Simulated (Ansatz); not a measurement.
SnS$_{2}$ in space group R3m (No. 160; Sn on 3a, S on 3a, S on 3a), PBE (plane waves, PAW; program Ansatz), all energies at zero smearing, with the estimated change up to a 700 eV cutoff added, with one set of potentials and settings (totals compare only within such a set). Cell of 3 atoms (1 Sn, 2 S): -7828.637 eV.

```json
[
 {"element": "Sn", "reference phase": "Fd-3m, 2 atoms in the cell", "E (eV/atom)": "-6024.2128"},
 {"element": "S", "reference phase": "Fddd, 32 atoms in the cell", "E (eV/atom)": "-902.0599"}
]
```

Formation energy per atom, worked out: (-7828.637 − 1×(-6024.2128) − 2×(-902.0599))/3 = -0.102 eV/atom (-10 kJ per mol of atoms), at 0 K, without zero-point energy or fitted corrections.

The cell is a constructed one: a structure type filled with these elements; neither database checked (COD, Materials Project) lists it. It is not the phase usual at ambient conditions (space group No. 164). The cell was relaxed with PBE under the symmetry of its start; its stability against distortions is not shown here. A crystal of weakly bound layers computed without a dispersion correction: the cell and the soft elastic constants depend strongly on that. The references are the lowest solids computed at this level, not always the standard phases. Spin–orbit coupling is left out wherever it is not named.

Potentials: the later of the program's two PAW sets.
